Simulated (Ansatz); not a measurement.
An Ansatz (a program for electronic structure) run. Input:

Ansatz 0.2 input:
```yaml
crystal:
  lattice:
    - [3.2444224806, 0.0, 0.0]
    - [-1.6222112403, 2.8097522888, 0.0]
    - [0.0, 0.0, 5.2645008913]
  atoms:
    - { symbol: Ga, position: [0.3333333333, 0.6666666667, 0.0221625702] }
    - { symbol: N, position: [0.3333333333, 0.6666666667, 0.3711060301] }
    - { symbol: Zn, position: [0.6666666667, 0.3333333333, 0.4716580466] }
    - { symbol: O, position: [0.6666666667, 0.3333333333, 0.888218353] }
kpoints:
  mp_grid: { grid: [14, 14, 8] }
hamiltonian:
  xc: r2scan
  pseudopotentials: { kind: paw }
scf:
  occupations: { method: gaussian, width: 0.05 }
checkpoint: { read: metal.run }
output: { write_density: true, elf: true, volumetric_format: npy }
basis: { fft_grid_basis: typed }
```

Output (shortened):

```
Pseudopotential: Ga, paw, valence charge 13
Pseudopotential: N, paw, valence charge 5
Pseudopotential: Zn, paw, valence charge 12
Pseudopotential: O, paw, valence charge 6
Functional definition: r2SCAN
Crystal: 4 atoms, lattice volume = 47.991 Å³
Basis set: ecut = 500 eV, 1225 PW (Γ), exchange–correlation on 96×96×160 points (64 copies of the dense FFT grid, shifted against one another)
Bands: 26, of which v1, the nominal top of the filled ones, is band 18 counted from 1 (17 counted from 0)
Symmetry: 6 space group operations
Space group: P3m1 (ITA 156), of the structure as read, at distance tolerance 3.6e-5 Å
k-points: 168 of 1568 (time reversal used)
Stability of the state it starts from, as read at its close in the unpolarized treatment …
iter 1 solved again at ethr=7.83e-8 eV; its pass at ethr=3.10e-3 eV (dr2=2.82e-5 eV) is discarded
SCF iter   1: F=—  HF=-8070.174089 eV  |F-HF|=—  |Δ(HF+E_count)|=         —  Δρ=3.73e-7  dr2=4.78e-11  dr2_τ=4.55e-12  ethr=7.83e-8  ⟨swp⟩=3.0  Hψ=31379  notcnv=0
preconditioner: auto → LDOS
SCF iter   2: F=-8070.174089 eV  HF=-8070.174089 eV  |F-HF|=6.91e-11  |Δ(HF+E_count)|=   8.98e-9  Δρ=4.40e-7  dr2=6.66e-11  dr2_τ=4.65e-12  ethr=1.00e-12  ⟨swp⟩=5.6  Hψ=18057  notcnv=0
SCF 1 converged in 2 iterations: F = -8070.174089 eV  dr2 = 6.66e-11
SCF converged after 2 iterations
Free energy (F): -8070.174089 eV
Harris-Foulkes:  -8070.174089 eV  (|F-HF|=6.91e-11)
Internal energy: -8070.173088 eV  (E = F + TS)
E sigma→0 (E₀):  -8070.173589 eV
Entropy (-TS):   -0.001001 eV (-0.250 meV/atom)
Fermi energy:    9.568190 eV
--- Per-component energies (eV) ---
  E_band       = -11.339943
  E_kinetic    = 551.871969
  E_local      = -4052.229576  (includes V_loc(G=0)·N_el)
  E_nonlocal   = 1144.595195
  E_hartree    = 1765.171364
  E_xc         = -318.060369
  E_vxc        = -301.478027  (∫ρ·V_xc dr)
  E_paw        = -4148.670820  (= ΣΔE_a)
  E_vpaw       = -901.972966  (= ΣTr[D̂ρ^β])
  E_aug_tail   = 0.000882  (compensation charges beyond the density's cutoff)
  E_vtau       = 17.530056  (kinetic-family band-sum trace: ∫τ·v_τ [+ j·A + Jᵃ·Aᵃ] dr)
  E_ewald      = -3011.954539
  E_core_change = -0.897194  (= ΣΔE_core)
  E_smearing   = -0.001001  (= −TS)
  E_closure    = 0.000000  (closes the sum)
  Σ components = -8070.174089   (vs F -8070.174089, Δ=0.00e0)
  [band-id]    e_kinetic+e_local+e_nonlocal+2·e_hartree+e_vxc+e_vpaw+e_augmentation_tail+e_vtau = -11.339739   (vs E_band -11.339943, Δ=2.04e-4)
--- Band table (eV; the first three rows and the last of 168) ---
  k-point 0: bands = ["-12.5567", "-7.6076", "-6.8783", "-6.8783", "-6.5965", "-6.5965", "-5.5055", "1.3573", "2.7189", "2.7189", "3.1857", "3.6265", "3.6265", "4.5271", "4.5271", "7.3277", "8.1932", "9.6577", "9.6577", "13.7270", "16.8893", "18.4926", …
  k-point 1: bands = ["-12.5536", "-7.5972", "-6.8783", "-6.8783", "-6.5965", "-6.5965", "-5.5446", "1.3910", "2.7176", "2.7176", "3.2716", "3.6193", "3.6193", "4.5414", "4.5414", "6.8535", "8.6825", "9.6512", "9.6512", "13.6756", "16.8739", "18.4733", …
  k-point 2: bands = ["-12.5463", "-7.5706", "-6.8784", "-6.8784", "-6.5967", "-6.5967", "-5.6391", "1.4650", "2.7143", "2.7143", "3.5249", "3.6028", "3.6028", "4.5752", "4.5752", "6.1514", "9.4095", "9.6354", "9.6354", "13.5102", "16.8872", "18.4295", …
  k-point 167: bands = ["-12.0717", "-7.2623", "-6.7436", "-6.6761", "-6.6507", "-6.2468", "-4.9158", "0.6747", "1.9090", "2.5541", "3.3597", "3.4968", "3.6141", "3.7920", "4.1775", "5.8849", "6.3906", "6.8693", "13.8886", "14.4709", "14.9808", "16.2952", …
```

Cost: roughly 30 core-seconds on shared cores.

The start of the workflow was typed in or built on a structure type; the Crystallography Open Database copy checked does not list it. Its standing as an ambient phase is unchecked. Symmetry was held in the r²SCAN relaxation; whether a distortion lowers the energy is not shown. Spin–orbit coupling is left out wherever it is not named.

Potentials: the later of the program's two PAW sets.

Ansatz is a plane-wave DFT program.
